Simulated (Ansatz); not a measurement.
Polymorphs of TaW, each relaxed with DFT-PBEsol in the program Ansatz with PAW potentials:

A: Cmcm
a = 2.6229 Å, b = 10.9674 Å, c = 4.7190 Å, α = β = γ = 90.00°

```
atom  site  symmetry       x       y       z
----  ----  --------  ------  ------  ------
Ta      4c       m2m  0.0000  0.3223  0.2500
W       4c       m2m  0.0000  0.0675  0.2500
```

B: rock salt (Fm-3m)
a = b = c = 5.313 Å, α = β = γ = 90.00°

```json
[
 {"atom": "Ta", "site": "4a", "symmetry": "m-3m", "x": "0.0000", "y": "0.0000", "z": "0.0000"},
 {"atom": "W", "site": "4b", "symmetry": "m-3m", "x": "0.5000", "y": "0.5000", "z": "0.5000"}
]
```

**Question.** Rank these by energy per atom at 0 K (lowest first), as PBEsol gives it.

**Answer.** A (+0 meV/atom), B (+890 meV/atom)

Typed or built starts, not in the databases checked: A; B. Unstable at this level: B. All cells were relaxed under the symmetry of their starts (and spin orders); stability against distortions was not tested throughout. Rows with no word on spin ran without spin polarisation. Spin–orbit coupling is left out wherever it is not named.

Energies hold the estimated change up to a 700 eV cutoff; steps of a few meV lie near the error of the meshes.

Potentials: the later of the program's two PAW sets.
